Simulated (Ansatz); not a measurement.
GeSe in space group Pnma (No. 62; Ge on 4c, Se on 4c), LDA in the plane-wave PAW code Ansatz, all energies at zero smearing, with the estimated change up to a 700 eV cutoff added, with one set of potentials and settings (totals compare only within such a set). Cell of 8 atoms (4 Ge, 4 Se): -38397.707 eV.

```json
[
 {"element": "Ge", "reference phase": "Fd-3m, 2 atoms in the cell", "E (eV/atom)": "-4215.7216"},
 {"element": "Se", "reference phase": "P3_121, 3 atoms in the cell", "E (eV/atom)": "-5383.2604"}
]
```

Formation energy per atom, worked out: (-38397.707 − 4×(-4215.7216) − 4×(-5383.2604))/8 = -0.222 eV/atom (-21 kJ per mol of atoms), at 0 K, without zero-point energy or fitted corrections.

The LDA relaxation kept the symmetry of its start. A crystal of weakly bound layers computed without a dispersion correction: the cell and the soft elastic constants depend strongly on that. The references are the lowest solids computed at this level, not always the standard phases.

Potentials: the later of the program's two PAW sets.
